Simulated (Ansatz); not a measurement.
# GdTlS₂ (R-3m): the volume from the results

The reference geometry is a structure from the Materials Project; nothing is relaxed.

Functional, mesh and filling: r²SCAN, 7×7×7 k mesh, Fermi–Dirac smearing of 0.02 eV. PAW means Ansatz 0.2.0 on its default frozen-core files. Site moments are integrated in spheres about the atoms.

The input and its command:

```yaml
crystal:
  lattice:
    - [2.0336522388, 1.1741296675, 7.4869391029]
    - [-2.0336522388, 1.1741296675, 7.4869391029]
    - [0.0, -2.348259335, 7.4869391029]
  atoms:
    - { symbol: Gd, position: [0.0, 0.0, 0.0], spin: 7.0 }
    - { symbol: Tl, position: [0.5, 0.5, 0.5] }
    - { symbol: S, position: [0.26665034, 0.26665034, 0.26665034] }
    - { symbol: S, position: [0.73334966, 0.73334966, 0.73334966] }
magnetization:
  spin_polarized: true
kpoints:
  mp_grid: { grid: [7, 7, 7] }
scf:
  occupations: { method: fermi_dirac, width: 0.02 }
hamiltonian:
  xc: r2scan
  pseudopotentials: { kind: paw }
output:
  forces: true
  stress: true
  eigenvalues: true
  populations: true
```

Command: `ansatz run input.yaml --threads 2 --pin off --max-ram 6144MiB --backend cpu --events-out ev --progress --plain --runs-dir out`

The cell is scaled evenly, and every run starts from the same moments. Some of the runs:

```csv
V/V₀,cell moment (μB),largest site moment (μB),F − F(V₀) (meV/atom)
0.88,7.00,6.94,86
0.94,7.00,6.96,19
1,7.00,6.97,0
```

Another run of the series gave cell moment (μB) = 7.00, largest site moment (μB) = 6.99, F − F(V₀) (meV/atom) = 58. At which V/V₀ was it made?
A. 0.7
B. 1.06
C. 0.82
D. 0.76
E. 1.2
F. 1.12

F. V/V₀ = 1.12.

Another run of the series gave cell moment (μB) = 7.00, largest site moment (μB) = 6.89, F − F(V₀) (meV/atom) = 439. At which V/V₀ was it made?
A. 0.76
B. 1.2
C. 0.82
D. 1.06
E. 0.7
F. 1.12

A. V/V₀ = 0.76.

The whole series:

```tsv
V/V₀	cell moment (μB)	largest site moment (μB)	F − F(V₀) (meV/atom)
0.7	7.00	6.85	782
0.76	7.00	6.89	439
0.82	7.00	6.92	218
0.88	7.00	6.94	86
0.94	7.00	6.96	19
1	7.00	6.97	0
1.06	7.00	6.98	16
1.12	7.00	6.99	58
1.2	7.00	7.00	142
```

The PAW files were made with PBE; the program remakes their cores once for the run's functional and then keeps them frozen. Without U a semilocal functional puts the f levels too near the Fermi level, which can change moments and the order of magnetic states; site and cell moments are spin moments. Under strong compression frozen cores are worth checking against an all-electron run. Spin–orbit coupling is left out although heavy atoms are present. In at least one run the program's final test of stability wasn't made or came to no verdict. With open f shells a run can end in a state that isn't the lowest. These are results for the start and cell typed. The real compound can order otherwise, in a larger cell, or not at all, since semilocal functionals at zero temperature often overstate magnetism.
